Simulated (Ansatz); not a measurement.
Input:

ZrMo:
```yaml
crystal:
  lattice:
    - [0.00000, 2.71065, 2.71065]
    - [2.71065, 0.00000, 2.71065]
    - [2.71065, 2.71065, 0.00000]
  atoms:
    - { symbol: Mo, position: [0.00000, 0.00000, 0.00000] }
    - { symbol: Zr, position: [0.50000, 0.50000, 0.50000] }
```

This is the PBEsol-relaxed structure.

Problem. All from DFT-PBEsol in the program Ansatz with PAW potentials, unless another level is named. Estimate the density of states at the Fermi level.

Solution. 1.3 states/eV per atom (mean over ±0.08 eV).

Problem. Give the formation energy from the elements (no fitted shifts).

Solution. 1.01 eV/atom.

Space group Fm-3m (rock salt). The start of the workflow was typed in or built on a structure type; neither database checked (COD, Materials Project) lists it. Its standing as an ambient phase is unchecked. The cell was relaxed with PBEsol under the symmetry of its start. At this level the phase is mechanically unstable. The run is not spin-polarised. Its formation energy is positive at this level, so the cell may be metastable or incomplete. The references are the lowest solids computed at this level, not always the standard phases. Scalar-relativistic: spin–orbit coupling is off unless named, which matters more the heavier the elements.

Potentials: the later of the program's two PAW sets.
